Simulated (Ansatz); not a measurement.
SrAlGeH:
```
CELL_PARAMETERS angstrom
      4.23989     0.00000     0.00000
     -2.11994     3.67185     0.00000
      0.00000     0.00000     4.99086
ATOMIC_POSITIONS crystal
  Sr 0.33333 0.66667 0.00021
  Al 0.00000 0.00000 0.45766
  Ge 0.66667 0.33333 0.56023
  H  0.00000 0.00000 0.11110
```

Relaxed with r²SCAN. Special points in fractions of this cell's reciprocal vectors: Γ (0.000, 0.000, 0.000); M (0.500, 0.000, 0.000); K (0.333, 0.333, 0.000); A (0.000, 0.000, 0.500); L (0.500, 0.000, 0.500); H (0.333, 0.333, 0.500).

Q: List the band energies nearest the valence-band maximum at these points for the program Ansatz at the r²SCAN with spin–orbit coupling level (PAW).

A: In eV from the valence-band maximum; about four levels below and three above (degenerate sets whole), none deeper than 8.9 eV; points with the same levels are listed once.

| k | below | above |
|---|---|---|
| Γ | -0.54 -0.54 -0.44 -0.44 | 1.84 1.84 3.52 3.52 |
| M | -1.48 -1.48 -0.60 -0.60 | 0.98 0.98 2.70 2.70 |
| K | -2.87 -2.83 -0.70 -0.70 | 1.54 1.55 3.18 |
| A | -0.06 -0.06 -0.02 -0.02 | 2.12 2.12 2.32 2.32 |
| L | -1.79 -1.79 -1.50 -1.50 | 1.78 1.78 3.80 3.80 |
| H | -3.03 -2.97 -1.22 -1.17 | 2.73 2.74 4.48 |

Space group P3m1. The first step of the workflow began from a Materials Project structure, measured or hypothetical; the Crystallography Open Database copy checked does not list it. Its standing as an ambient phase is unchecked. Symmetry was held in the r²SCAN relaxation; its stability against distortions is not shown here.

Potentials: the later of the program's two PAW sets.
